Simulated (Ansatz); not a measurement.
This cell of Yb (fcc, Cu type) is off equilibrium:

```yaml
crystal:
  lattice:
    - [0.00000, 2.65465, 2.65465]
    - [2.65465, 0.00000, 2.65465]
    - [2.65465, 2.65465, 0.00000]
  atoms:
    - { symbol: Yb, position: [0.00000, 0.00000, 0.00000] }
```

Computed with PBE (plane waves to 420 eV, PAW, scalar-relativistic; Ansatz, an electronic-structure program). k mesh 15×15×15 (Γ-centred), Fermi-Dirac smearing 0.05 eV. Energies are smeared free energies. Stress and pressure are positive under compression. The relaxed volume of Yb is well below the measured one. Yb is run without spin polarisation. Yb was relaxed with its symmetry unable to fall. The filling of the f shell was not checked against other fillings, so treat energies with care.

Q: Give the stress tensor in GPa and the pressure.

A: 
```
   -0.9      0.0      0.0
    0.0     -0.9      0.0
    0.0      0.0     -0.9
```
The pressure, a third of the trace, is -0.9 GPa.

Q: It is the relaxed cell scaled evenly to V/V₀ = 1.050, atoms relaxed where free. What is its energy relative to the relaxed cell?

A: 5 meV/atom.

(A scan under strain: stresses follow from slopes of the energy per volume, elastic moduli from its curvatures.)
